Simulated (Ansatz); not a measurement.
HfCo under pressure

The calculation used DFT LDA, scalar-relativistic, plane waves, PAW in Ansatz. Settings: 420 eV plane-wave cutoff, Γ-centred 14×14×14 mesh, Fermi-Dirac smearing of 0.15 eV. No spin polarisation. Phonons by linear response, acoustic sum rule imposed.

The cell, relaxed at this level:
```
Hf Co
1.0
     3.07788    0.00000    0.00000
     0.00000    3.07788    0.00000
     0.00000    0.00000    3.07788
Hf Co
1 1
Cartesian
  1.5389 1.5389 1.5389
  0.0000 0.0000 0.0000
```

In a metal, frequencies and elastic constants depend on the k mesh and the smearing, soft modes and shear constants most. Spin polarisation was left out, and a magnetic state may lie lower. Spin–orbit coupling is left out, which can shift energies with elements as heavy as these.

Optical modes at Γ (cm⁻¹) at zero pressure: 174.

Question: Under hydrostatic pressure the same modes lie at 191 cm⁻¹. What is the pressure, and how much has the cell shrunk?

Answer: 8 GPa; the volume is 3.8 % smaller.